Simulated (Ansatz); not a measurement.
## Sensitivity of the gradients in BaTiO₃ to the input

Cell: a Materials Project structure (computed, not necessarily an observed phase), taken as it stands.

```cif
data_structure
_symmetry_space_group_name_H-M 'P 1'
_symmetry_Int_Tables_number 1
_cell_length_a 4.0077
_cell_length_b 4.0077
_cell_length_c 4.0077
_cell_angle_alpha 90.000
_cell_angle_beta 90.000
_cell_angle_gamma 90.000
_cell_volume 64.37
loop_
_atom_site_label
_atom_site_type_symbol
_atom_site_fract_x
_atom_site_fract_y
_atom_site_fract_z
_atom_site_occupancy
Ba1 Ba 0.50000 0.50000 0.50000 1
Ti2 Ti 0.00000 0.00000 0.00000 1
O3 O 0.50000 0.00000 0.00000 1
O4 O 0.00000 0.50000 0.00000 1
O5 O 0.00000 0.00000 0.50000 1
```

Atoms are numbered from 1 in the order listed; like atoms form one site, named after its first atom.

Reference run. Method: Kohn–Sham DFT in Ansatz, PBE, plane waves and PAW, scalar-relativistic, 420 eV cutoff, Γ-centred 5×5×5 k-points, Fermi–Dirac smearing 0.02 eV.

Q: The input is changed as follows: `hamiltonian.xc`: pbe → r2scan. What happens to V_zz (10²¹ V/m²) and η?

A: 

```json
{"site": "O", "atom": "3", "V_zz reference": "2.59", "η reference": "0.00", "V_zz changed": "2.99", "η changed": "0.00"}
```

The largest change of V_zz is on O, from 2.59 to 2.99. In per cent, |V_zz| changes by +16 on O (all sites that start above 0.5). Sites without a gradient aren't listed. The cutoff that the program takes moves with it, from 420 to 500 eV. SCF iterations: 6 and 7.

On the reference run: This high-symmetry form of BaTiO3 is unstable when cold, to polar off-centring of Ti. The symmetry of the cell holds that distortion back, wholly or in part, and it would change the field gradients, the more the larger the distortion.
